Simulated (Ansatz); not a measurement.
**GdB (rocksalt structure)**

Method: PBE+U (U_eff = 6 eV on Gd 4f), scalar-relativistic; collinear spin; PAW, 420 eV, 10×10×10 k-mesh, Gaussian smearing of 0.05 eV; code Ansatz. The datasets are Ansatz's generated set soft_2.

```
Gd B
1.0
     0.00000    2.71004    2.71004
     2.71004    0.00000    2.71004
     2.71004    2.71004    0.00000
Gd B
1 1
Direct
  0.50000 0.50000 0.50000
  0.00000 0.00000 0.00000
```

This is a trial structure made by placing the elements on a prototype's sites, so it needn't be the stable form.

Magnetic state: ferromagnetic, site spin moments Gd 7.14; B 0.37 μB.

The cell is relaxed to zero pressure at this level.

Path: Γ–X–U | K–Γ–L–W–X, with Γ = (0.000, 0.000, 0.000), X = (0.500, 0.000, 0.500), U = (0.625, 0.250, 0.625), K = (0.375, 0.375, 0.750), L = (0.500, 0.500, 0.500), W = (0.500, 0.250, 0.750) in reciprocal vectors of the calculation's cell.

Levels between -4 and 4 eV from the Fermi level at the path's named points:
```tsv
point	spin	below E_F (eV)	above E_F (eV)
Γ	up		1.96 1.96 1.96 2.33 2.33 2.33 3.33 3.33
Γ	down		2.23 2.23 2.23 2.98 2.98 2.98
X	up	-0.85 -0.36	1.32 1.32
X	down		0.06 0.51 1.71 1.71
U and K	up	-1.49 -0.95	0.01 2.34
U and K	down	-0.69 -0.06	0.70 2.81
L	up	-3.45 -1.08 -1.08	
L	down	-3.96 -2.66 -0.27 -0.27	3.99
W	up	-0.99 -0.94 -0.94	3.92 3.92
W	down	-0.32 -0.07 -0.07	3.81 3.81
```

Q: By these bands, is it a metal or an insulator, and if it has a gap, where are the band edges on this path?

A: A metal: bands cross the Fermi level.

It ran for 11 s on 2 threads of Arm Neoverse V2, on a shared host, peak memory 0.44 GiB.

Spin–orbit coupling, which matters for such heavy elements, is left out. The run wasn't fully tested for a lower electronic state. Site moments are of spin, integrated over atomic spheres. A U of this size is made for insulators; in a metal, as here, it tends to take f weight out of the bonding and to swell the cell.
